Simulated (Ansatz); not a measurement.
Relaxed MgB$_{2}$ (AlB2 type, space group P6/mmm):

```
CELL_PARAMETERS angstrom
      6.13485     0.00000     0.00000
     -1.53371     2.65647     0.00000
      3.06742     0.00000     3.51484
ATOMIC_POSITIONS crystal
  Mg 0.00000 0.00000 0.00000
  Mg 0.50000 0.00000 0.00000
  B  0.91667 0.66667 0.50000
  B  0.41667 0.66667 0.50000
  B  0.08333 0.33333 0.50000
  B  0.58333 0.33333 0.50000
```

A phonon eigenvector at L = (0.5, 0.0, 0.5) is frozen into this cell: atom i moves by Q times the vector below, so Q is the largest atomic displacement, in Å. The cell is held. (q is in reciprocal vectors of the primitive cell; the cell shown is doubled to hold the pattern.)

| atom | x | y | z |
|---|---|---|---|
| B3 | -0.866 | -0.500 | 0.000 |
| B4 | 0.866 | 0.500 | 0.000 |
| B5 | 0.866 | 0.500 | 0.000 |
| B6 | -0.866 | -0.500 | 0.000 |

Atoms not listed stay in place.

Computed with r2SCAN (plane waves to 500 eV, PAW, scalar-relativistic; Ansatz, a quantum-chemistry and plane-wave program). k mesh 17×17×17 (Γ-centred), Fermi-Dirac smearing 0.05 eV. Energies are smeared free energies. With partly filled bands, energies and forces of such displacements shift with the k mesh and the smearing. MgB2 was relaxed with its symmetry unable to fall. The zero of ΔE is the undisplaced structure.

What ΔE (eV/cell) and −dE/dQ from forces (eV/Å) does the calculation give at Q (Å) = -0.120, -0.090, -0.030, 0.090, 0.180?


```csv
Q (Å),ΔE (eV/cell),−dE/dQ from forces (eV/Å)
-0.120,0.669,10.793
-0.090,0.381,8.322
-0.030,0.043,2.868
0.090,0.381,-8.322
0.180,1.450,-15.090
```

(For displaced atoms, the force is minus the slope of the energy, and its curvature is a force constant, which sets phonon frequencies.)
